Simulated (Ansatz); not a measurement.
Mo (bcc type), DFT, PBEsol, all-electron PAW with datasets made for the crystal, scalar-relativistic (Ansatz 0.2.0), on 1 thread of Intel(R) Xeon(R) Platinum 8488C (Sapphire Rapids) (shared host).

Command: `ansatz run input.yaml --threads 1 --pin off --max-ram 2048MiB --backend cpu --events-out ev --progress --plain --runs-dir out`

```yaml
crystal:
  lattice:
    - [-1.1993251348, 1.1993251348, 1.1993251348]
    - [1.1993251348, -1.1993251348, 1.1993251348]
    - [1.1993251348, 1.1993251348, -1.1993251348]
  atoms:
    - { symbol: Mo, position: [0.0, 0.0, 0.0] }
kpoints:
  mp_grid: { grid: [17, 17, 17] }
scf:
  occupations: { method: fermi_dirac, width: 0.08 }
hamiltonian:
  xc: pbesol
  pseudopotentials: { kind: all_electron, datasets: crystal }
output:
  forces: true
  stress: true
  eigenvalues: true
```

(1) How large is the problem that the program sets up?

(2) About how long does it take?

Answers

(1) 165 irreducible k-points, 177 plane waves at Γ, 11 bands.

(2) 6.2 s of wall time for 7 SCF iterations. Times on shared machines scatter by tens of per cent.
